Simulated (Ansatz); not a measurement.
Input, command and steps of an Ansatz relaxation.

```yaml
crystal:
  lattice:
    - [-3.2653002646, 3.2653002646, 3.6613294707]
    - [3.2653002646, -3.2653002646, 3.6613294707]
    - [3.2653002646, 3.2653002646, -3.6613294707]
  atoms:
    - { symbol: Ta, position: [0.125, 0.2754106154, 0.1504106154] }
    - { symbol: Ta, position: [0.125, 0.9745893846, 0.8495893846] }
    - { symbol: Ta, position: [0.7245893846, 0.375, 0.3495893846] }
    - { symbol: Ta, position: [0.0254106154, 0.375, 0.6504106154] }
    - { symbol: Br, position: [0.1555503725, 0.6555503725, 0.5] }
    - { symbol: Br, position: [0.4055503725, 0.4055503725, 0.0] }
basis:
  ecutwfc: 420
kpoints:
  mp_grid: { grid: [4, 4, 4] }
hamiltonian:
  xc: pbe
scf:
  occupations: { method: gaussian, width: 0.1 }
  lower_state_search: "off"
output:
  forces: true
  stress: true
  eigenvalues: true
relax:
  adjacent_minimum: "off"
  f_tol: 0.04
  max_steps: 70
  cell: { stress_tol: 0.4 }
```

```bash
ansatz run input.yaml --threads 1 --pin off --max-ram 2560MiB --backend cpu --events-out ev --progress --plain --runs-dir out
```

Computed with DFT PBE, scalar-relativistic, plane waves, PAW (Ansatz).

Of 14 frames 10 are shown, positions in Å and forces in eV/Å; the SCF threshold varies from step to step. Steps run on the plane waves of an earlier cell, with a Pulay correction in the pressure. The basis is chosen afresh for the last frame, the zero of the energies, and at times for earlier ones too; energy and pressure step there, also at an unchanged geometry.

```xyz
6
Lattice="-3.2653 3.2653 3.6613 3.2653 -3.2653 3.6613 3.2653 3.2653 -3.6613" Properties=species:S:1:pos:R:3:forces:R:3 pbc="T T T" step=1 free_energy_over_end_meV_per_atom=2775.60 pressure_GPa=46.50
Ta    0.9823    0.0000    0.9153   10.6930    0.0000   -5.0964
Ta    5.5483    0.0000    0.9153  -10.6930    0.0000   -5.0964
Ta    0.0000    2.2830    2.7460    0.0000  -10.6930   -5.0964
Ta    3.2653    0.9823   -0.9153    0.0000   10.6930   -5.0964
Br    3.2653    0.0000    1.1390    0.0000    0.0000   10.1928
Br    0.0000    0.0000    2.9697    0.0000    0.0000   10.1928
6
Lattice="-3.4244 3.4244 3.7168 3.4244 -3.4244 3.7168 3.4244 3.4244 -3.7168" Properties=species:S:1:pos:R:3:forces:R:3 pbc="T T T" step=2 free_energy_over_end_meV_per_atom=1493.61 pressure_GPa=14.00
Ta    1.1404    0.0000    0.8623    1.1017    0.0000   -1.7357
Ta    5.7085    0.0000    0.8623   -1.1017    0.0000   -1.7357
Ta    0.0000    2.2841    2.7207    0.0000   -1.1017   -1.7357
Ta    3.4244    1.1404   -0.9960    0.0000    1.1017   -1.7357
Br    3.4244    0.0000    1.2900    0.0000    0.0000    3.4711
Br    0.0000    0.0000    3.1484    0.0000    0.0000    3.4711
6
Lattice="-3.5817 3.5817 3.3587 3.5817 -3.5817 3.3587 3.5817 3.5817 -3.3587" Properties=species:S:1:pos:R:3:forces:R:3 pbc="T T T" step=4 free_energy_over_end_meV_per_atom=871.23 pressure_GPa=1.15
Ta    1.2621    0.0000    0.6465    0.7056    0.0000   -0.8700
Ta    5.9013    0.0000    0.6465   -0.7056    0.0000   -0.8700
Ta    0.0000    2.3196    2.3259    0.0000   -0.7056   -0.8700
Ta    3.5817    1.2621   -1.0328    0.0000    0.7056   -0.8700
Br    3.5817    0.0000    1.4311    0.0000    0.0000    1.7401
Br    0.0000    0.0000    3.1105    0.0000    0.0000    1.7401
6
Lattice="-3.5888 3.5888 3.1801 3.5888 -3.5888 3.1801 3.5888 3.5888 -3.1801" Properties=species:S:1:pos:R:3:forces:R:3 pbc="T T T" step=5 free_energy_over_end_meV_per_atom=698.97 pressure_GPa=-1.12
Ta    1.3017    0.0000    0.5400    0.6610    0.0000   -0.6282
Ta    5.8759    0.0000    0.5400   -0.6610    0.0000   -0.6282
Ta    0.0000    2.2871    2.1301    0.0000   -0.6610   -0.6282
Ta    3.5888    1.3017   -1.0500    0.0000    0.6610   -0.6282
Br    3.5888    0.0000    1.4993    0.0000    0.0000    1.2565
Br    0.0000    0.0000    3.0893    0.0000    0.0000    1.2565
6
Lattice="-3.5424 3.5424 2.8272 3.5424 -3.5424 2.8272 3.5424 3.5424 -2.8272" Properties=species:S:1:pos:R:3:forces:R:3 pbc="T T T" step=7 free_energy_over_end_meV_per_atom=394.37 pressure_GPa=-1.34
Ta    1.3838    0.0000    0.3387    0.5731    0.0000   -0.7345
Ta    5.7011    0.0000    0.3387   -0.5731    0.0000   -0.7345
Ta    0.0000    2.1587    1.7523    0.0000   -0.5731   -0.7345
Ta    3.5424    1.3838   -1.0749    0.0000    0.5731   -0.7345
Br    3.5424    0.0000    1.6158    0.0000    0.0000    1.4689
Br    0.0000    0.0000    3.0294    0.0000    0.0000    1.4689
6
Lattice="-3.5033 3.5033 2.7414 3.5033 -3.5033 2.7414 3.5033 3.5033 -2.7414" Properties=species:S:1:pos:R:3:forces:R:3 pbc="T T T" step=8 free_energy_over_end_meV_per_atom=246.38 pressure_GPa=-0.72
Ta    1.4361    0.0000    0.2554    0.2315    0.0000   -0.8821
Ta    5.5706    0.0000    0.2554   -0.2315    0.0000   -0.8821
Ta    0.0000    2.0672    1.6261    0.0000   -0.2315   -0.8821
Ta    3.5033    1.4361   -1.1153    0.0000    0.2315   -0.8821
Br    3.5033    0.0000    1.7128    0.0000    0.0000    1.7642
Br    0.0000    0.0000    3.0835    0.0000    0.0000    1.7642
6
Lattice="-3.4190 3.4190 2.7494 3.4190 -3.4190 2.7494 3.4190 3.4190 -2.7494" Properties=species:S:1:pos:R:3:forces:R:3 pbc="T T T" step=10 free_energy_over_end_meV_per_atom=28.61 pressure_GPa=-0.28
Ta    1.5011    0.0000    0.1106    0.3217    0.0000   -0.1386
Ta    5.3370    0.0000    0.1106   -0.3217    0.0000   -0.1386
Ta    0.0000    1.9180    1.4853    0.0000   -0.3217   -0.1386
Ta    3.4190    1.5011   -1.2640    0.0000    0.3217   -0.1386
Br    3.4190    0.0000    2.0087    0.0000    0.0000    0.2772
Br    0.0000    0.0000    3.3834    0.0000    0.0000    0.2772
6
Lattice="-3.2966 3.2966 2.9009 3.2966 -3.2966 2.9009 3.2966 3.2966 -2.9009" Properties=species:S:1:pos:R:3:forces:R:3 pbc="T T T" step=11 free_energy_over_end_meV_per_atom=9.67 pressure_GPa=0.49
Ta    1.6364    0.0000    0.0611    0.0094    0.0000   -0.0006
Ta    4.9569    0.0000    0.0611   -0.0094    0.0000   -0.0006
Ta    0.0000    1.6602    1.5115    0.0000   -0.0094   -0.0006
Ta    3.2966    1.6364   -1.3894    0.0000    0.0094   -0.0006
Br    3.2966    0.0000    2.2308    0.0000    0.0000    0.0014
Br    0.0000    0.0000    3.6813    0.0000    0.0000    0.0014
6
Lattice="-3.3554 3.3554 2.8173 3.3554 -3.3554 2.8173 3.3554 3.3554 -2.8173" Properties=species:S:1:pos:R:3:forces:R:3 pbc="T T T" step=13 free_energy_over_end_meV_per_atom=-0.22 pressure_GPa=0.14
Ta    1.6769    0.0000    0.0574    0.0012    0.0000    0.0011
Ta    5.0338    0.0000    0.0574   -0.0012    0.0000    0.0011
Ta    0.0000    1.6785    1.4660    0.0000   -0.0012    0.0011
Ta    3.3554    1.6769   -1.3513    0.0000    0.0012    0.0011
Br    3.3554    0.0000    2.1704    0.0000    0.0000   -0.0023
Br    0.0000    0.0000    3.5791    0.0000    0.0000   -0.0023
6
Lattice="-3.3554 3.3554 2.8173 3.3554 -3.3554 2.8173 3.3554 3.3554 -2.8173" Properties=species:S:1:pos:R:3:forces:R:3 pbc="T T T" step=14 free_energy_over_end_meV_per_atom=0.00 pressure_GPa=0.10
Ta    1.6769    0.0000    0.0574    0.0012    0.0000    0.0011
Ta    5.0338    0.0000    0.0574   -0.0012    0.0000    0.0011
Ta    0.0000    1.6785    1.4660    0.0000   -0.0012    0.0011
Ta    3.3554    1.6769   -1.3513    0.0000    0.0012    0.0011
Br    3.3554    0.0000    2.1704    0.0000    0.0000   -0.0023
Br    0.0000    0.0000    3.5791    0.0000    0.0000   -0.0023
```

The start is a random arrangement. At the end the space group is I4_1/amd (tolerance 0.05 Å).

Time: 57 s on 1 thread of Intel(R) Xeon(R) 6975P-C (Granite Rapids) (shared host), peak memory 0.42 GiB.

The k mesh is coarse. Spin–orbit coupling is left out, which can shift energies with elements as heavy as these.